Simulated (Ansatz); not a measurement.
Fields on a plane of ZrO2 (fluorite)

```
CELL_PARAMETERS angstrom
      0.00000     2.53204     2.53204
      2.53204     0.00000     2.53204
      2.53204     2.53204     0.00000
ATOMIC_POSITIONS crystal
  Zr 0.00000 0.00000 0.00000
  O  0.25000 0.25000 0.25000
  O  0.75000 0.75000 0.75000
```

The slice is a {111} plane (indices of the conventional cell) through the point (0.250, 0.250, 0.250) (fractional), spanned by u = [100] and v = [-1 2 0] in vectors of this cell: u (3.58 Å) and v (6.20 Å, at 90° to u). It covers one period; positions are fractions (u, v).

Atoms on it: O at (0.00, 0.00); O at (0.50, 0.50). Other atoms lie within 1 Å of the plane.

Method: PBEsol (plane waves to 420 eV, PAW, scalar-relativistic; Ansatz, a first-principles code). k mesh 11×11×11. Near the nuclei the fields are pseudised (PAW); where an atom keeps semicore shells as valence, they peak there. This is a high-temperature form of ZrO2. ZrO2 is run without spin polarisation. ZrO2 was relaxed with its symmetry unable to fall.

```
|@@@@%%**==--::::--::::--==**%%@@|
|%%%%**++==--==========--==++**%%|
|****++==--==++******++==--==++**|
|====------==++**##**++==------==|
|::::::::::==++**##**++==::::::::|
|........::--++******++--::......|
|        ..::==++++++==::..      |
|          ::----==----::        |
|        ....::------::....      |
|        ..::--======--::..      |
|      ..::--++******++--::..    |
|      ..--++**%%%%%%**++--..    |
|    ..::==**%%@@@@@@%%**==::..  |
|......::==**%%@@@@@@%%**==::....|
|--::::--==**%%@@@@@@%%**==--::::|
|======--==++**%%%%%%**++==--====|
|****++==--==++******++==--==++**|
|##**++==------======------==++**|
|##**++==::::::::::::::::::==++**|
|****++--::..............::--++**|
|++++==::..              ..::==++|
|==----::                  ::----|
|----::....              ....::--|
|====--::..              ..::--==|
|****++--::..          ..::--++**|
|%%%%**++--..          ..--++**%%|
|@@@@%%**==::..      ..::==**%%@@|
|@@@@%%**==::..........::==**%%@@|
```
Scale: ten equal steps from -1.21 (start of ' ') to 0.88 (end of '@'), in the order ' .:-=+*#%@'. Values: log₁₀ of the valence density in e/Å³. The map has 16 points along u (two characters each, u = 0 at the left) and 28 along v (v = 0 in the bottom row). The scale is logarithmic, as a density can span decades between atoms and voids.

```
|xxxx@@@@**..    ..    ..**@@@@xx|
|@@@@@@%%--....--==--::..--%%@@@@|
|@@@@@@++....==##%%##==....++@@@@|
|%%##++::  ::**%%@@%%**::  ::++##|
|==--::    --##%%@@%%##--    ::--|
|..        ::++##%%##++::        |
|            --++++++--          |
|              ..::..            |
|            ..........          |
|        ..--++******++--..      |
|      ..==##@@@@@@@@@@##==..    |
|      ::**@@@@@@@@@@@@@@**::    |
|      --##@@@@xxxxxx@@@@##--    |
|      ::##@@@@xxxxxx@@@@##::    |
|..    ..**@@@@xxxxxx@@@@**..    |
|==--::..--%%@@@@@@@@@@%%--....--|
|%%##==....++@@@@@@@@@@++....==##|
|@@%%**::  ::++##%%##++::  ::**%%|
|@@%%##--    ::--==--::    --##%%|
|%%##++::        ..        ::++##|
|++++--                      --++|
|::..                          ..|
|......                      ....|
|****++--..              ..--++**|
|@@@@@@##==..          ..==##@@@@|
|@@@@@@@@**::          ::**@@@@@@|
|xxxx@@@@##--          --##@@@@xx|
|xxxx@@@@##::          ::##@@@@xx|
```
Scale: ten equal steps from 0.03 (start of ' ') to 0.83 (end of '@'), in the order ' .:-=+*#%@'. Values: electron localisation function (ELF). The map has 16 points along u (two characters each, u = 0 at the left) and 28 along v (v = 0 in the bottom row). Points within 0.4 Å of a nucleus are blanked (x), as the pseudised field means little there.
